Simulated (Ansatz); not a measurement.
YN:
```
YN
1.0
    4.01838     0.00000     0.00000
   -2.00919     3.48002     0.00000
    0.00000     0.00000     4.90464
Y N
2 2
Direct
  0.33333   0.66667   0.75000
  0.66667   0.33333   0.25000
  0.33333   0.66667   0.25000
  0.66667   0.33333   0.75000
```

Relaxed with r²SCAN. DFT-r²SCAN in the program Ansatz with PAW potentials gives a gap of 1.11 eV.

What gap does HSE06 give on the same cell (Ansatz, PAW)?

1.69 eV, 0.58 eV more. The hybrid was solved on a coarser mesh and at special points; the gap given is the minimum over both.

```json
[
 {"k": "Γ", "v1 r²SCAN": "0.00", "c1 r²SCAN": "2.31", "v1 HSE06": "(withheld)", "c1 HSE06": "(withheld)"},
 {"k": "A", "v1 r²SCAN": "-2.38", "c1 r²SCAN": "3.86", "v1 HSE06": "(withheld)", "c1 HSE06": "(withheld)"},
 {"k": "K", "v1 r²SCAN": "-0.26", "c1 r²SCAN": "1.11", "v1 HSE06": "-0.29", "c1 HSE06": "1.69"},
 {"k": "H", "v1 r²SCAN": "-1.36", "c1 r²SCAN": "2.72", "v1 HSE06": "(withheld)", "c1 HSE06": "(withheld)"},
 {"k": "M", "v1 r²SCAN": "-0.63", "c1 r²SCAN": "2.45", "v1 HSE06": "-0.66", "c1 HSE06": "3.13"},
 {"k": "L", "v1 r²SCAN": "-1.16", "c1 r²SCAN": "3.72", "v1 HSE06": "(withheld)", "c1 HSE06": "(withheld)"}
]
```

Top valence (v1) and lowest conduction level (c1) in eV from each method's valence maximum (which need not be a listed point): supply the withheld HSE06 values.


- H, v1 HSE06: -1.50
- H, c1 HSE06: 3.38
- L, v1 HSE06: -1.26
- L, c1 HSE06: 4.38
- Γ, v1 HSE06: 0.00
- Γ, c1 HSE06: 2.82
- A, v1 HSE06: -2.54
- A, c1 HSE06: 4.44

Cost on shared cores: the r²SCAN run (SCF on a 8×8×6 mesh, then bands and DOS) roughly 22 core-seconds, the HSE06 run (SCF on 6×6×4, then a few points) very roughly 100 core-seconds; the tasks are unlike.

Space group P6_3/mmc. The first step of the workflow began from a Materials Project structure, measured or hypothetical; the Crystallography Open Database copy checked does not list it. COD files the formula under space group No. 225. Its standing as an ambient phase is unchecked. The cell was relaxed with r²SCAN under the symmetry of its start; its stability against distortions is not shown here. No spin polarisation was allowed. Scalar-relativistic: spin–orbit coupling is off unless named, which matters more the heavier the elements.

Potentials: the later of the program's two PAW sets.
